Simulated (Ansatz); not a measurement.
A relaxed structure of Co is spoiled in several ways and relaxed again each time (noise and exchanges are one random draw each; pressure is positive under compression). Method: PBEsol (plane waves to 420 eV, PAW, scalar-relativistic; Ansatz, an electronic-structure program).

```cif
data_Co2
_chemical_formula_sum 'Co2'
_space_group_name_H-M_alt 'P63/mmc'
_space_group_IT_number 194
_space_group_name_Hall '-P 6c 2c'
_cell_length_a 2.45727
_cell_length_b 2.45727
_cell_length_c 3.96861
_cell_angle_alpha 90.000
_cell_angle_beta 90.000
_cell_angle_gamma 120.000
loop_
_atom_site_label
_atom_site_type_symbol
_atom_site_symmetry_multiplicity
_atom_site_Wyckoff_symbol
_atom_site_fract_x
_atom_site_fract_y
_atom_site_fract_z
_atom_site_occupancy
Co1 Co 2 d 0.66667 0.33333 0.25000 1
```

| change | first pressure (GPa) | largest first force (eV/Å) | released (eV/atom) | moves | outcome | final group | E − E(parent) (eV/atom) |
|---|---|---|---|---|---|---|---|
| with every coordinate shifted by Gaussian noise of σ = 0.3 Å | 40.5 | 7.57 | 0.83 | 8 | returns to the parent | P6₃/mmc | 0.00 |
| deformed by the Cartesian strain tensor (xx, yy, zz, yz, xz, xy) = (0.023, 0.054, 0.040, 0.050, -0.051, -0.122) | ___ | 0.39 | ___ | 13 | ___ | ___ | ___ |

**Question.** Fill in the missing entries.

**Answer.** 
- deformed by the Cartesian strain tensor (xx, yy, zz, yz, xz, xy) = (0.023, 0.054, 0.040, 0.050, -0.051, -0.122), first pressure (GPa): -10.3
- deformed by the Cartesian strain tensor (xx, yy, zz, yz, xz, xy) = (0.023, 0.054, 0.040, 0.050, -0.051, -0.122), released (eV/atom): 0.26
- deformed by the Cartesian strain tensor (xx, yy, zz, yz, xz, xy) = (0.023, 0.054, 0.040, 0.050, -0.051, -0.122), outcome: returns to the parent
- deformed by the Cartesian strain tensor (xx, yy, zz, yz, xz, xy) = (0.023, 0.054, 0.040, 0.050, -0.051, -0.122), final group: P6₃/mmc
- deformed by the Cartesian strain tensor (xx, yy, zz, yz, xz, xy) = (0.023, 0.054, 0.040, 0.050, -0.051, -0.122), E − E(parent) (eV/atom): 0.00

First-step values come from each run's starting, coarser k-mesh (15×15×8, 16×15×8). The runs use different k-meshes, so differences are rounded accordingly. Spin states reached: ferromagnetic; spin orders were not searched systematically.
